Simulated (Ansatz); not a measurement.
**Structure types of Ta at zero pressure (relativity switched off)**

Structure types of Ta are relaxed in primitive cells with their symmetry kept at 0 GPa, first on PAW files, then by LAPW. The enthalpy is E + pV at zero temperature, without zero-point motion. Only the types listed were tried, and differences under about 5 meV/atom are mesh noise.

All numbers are LDA results (non-relativistic) from Ansatz 0.2.0, with Fermi–Dirac smearing of 0.05 eV, no spin polarisation. Methods: LAPW: all electrons, basis error target 0.5 meV/atom.

k meshes: fcc 17×17×17, bcc 18×18×18, hcp 16×16×9.

| start type | ends as | a, b, c (Å) | V (Å³/atom) | H − H(lowest), LAPW (meV/atom) |
| --- | --- | --- | --- | --- |
| fcc | fcc, Fm-3m | 4.196, 4.196, 4.196 | 18.47 | ? |
| bcc | bcc, Im-3m | 3.290, 3.290, 3.290 | 17.80 | 0.0 |
| hcp | hcp, P6_3/mmc | 2.844, 2.844, 5.251 | 18.39 | ? |

**Question.** Fill in "H − H(lowest), LAPW (meV/atom)" for the row "hcp".

**Answer.** 339.4.

**Question.** What belongs in the row "fcc", column "H − H(lowest), LAPW (meV/atom)"?

**Answer.** 402.8.
